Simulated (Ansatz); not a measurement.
# Mo (bcc, W type): frozen-phonon scan

Relaxed Mo (bcc, W type):

```yaml
crystal:
  lattice:
    - [-3.16077, 3.16077, 3.16077]
    - [1.58038, -1.58038, 1.58038]
    - [1.58038, 1.58038, -1.58038]
  atoms:
    - { symbol: Mo, position: [0.00000, 0.00000, 0.00000] }
    - { symbol: Mo, position: [0.50000, 0.00000, 0.00000] }
```

A phonon eigenvector at N = (0.5, 0.0, 0.0) is frozen into this cell: atom i moves by Q times the vector below, so Q is the largest atomic displacement, in Å. The cell is held. (q is in reciprocal vectors of the primitive cell; the cell shown is doubled to hold the pattern.)

| atom | x | y | z |
|---|---|---|---|
| Mo1 | 1.000 | 0.000 | 0.000 |
| Mo2 | -1.000 | 0.000 | 0.000 |

Calculation: PBE (plane waves to 420 eV, PAW, scalar-relativistic; Ansatz, a quantum-chemistry and plane-wave program). k mesh 21×21×21 (Γ-centred), Fermi-Dirac smearing 0.05 eV. The energy includes the smearing's −TS. Stress and pressure are positive under compression. With partly filled bands, energies and forces of such displacements shift with the k mesh and the smearing. Mo is run without spin polarisation. Mo was relaxed with its symmetry unable to fall. The PAW data are Ansatz's earlier set. The zero of ΔE is the undisplaced structure.

```csv
Q (Å),ΔE (eV/cell),−dE/dQ from forces (eV/Å),P (GPa)
-0.180,0.279,3.458,4.8
-0.150,0.185,2.772,3.4
-0.120,0.113,2.079,2.2
-0.090,0.060,1.447,1.3
-0.060,0.025,0.878,0.6
-0.030,0.006,0.404,0.2
0.000,0.000,0.000,0.0
0.030,0.006,-0.404,0.2
0.060,0.025,-0.878,0.6
0.090,0.060,-1.447,1.3
0.120,0.113,-2.079,2.2
0.150,0.185,-2.772,3.4
0.180,0.279,-3.458,4.8
```

Key numbers:

| Property | Value |
|---|---|
| Energy at Q = 0.180 Å | 279 meV/cell |
| Space group of the distorted cell | Cmcm (No. 63), lowered from Im-3m |
| Symmetry of the curve | even: the same for both signs |
| Shape of the curve | a single well with its minimum at or next to zero displacement |
| Harmonic wavenumber from the curvature (finite differences) | 136 cm⁻¹ |
| Wavenumber by perturbation theory (DFPT, on another k mesh) | 121 cm⁻¹ |

(For displaced atoms, the force is minus the slope of the energy, and its curvature is a force constant, which sets phonon frequencies.)
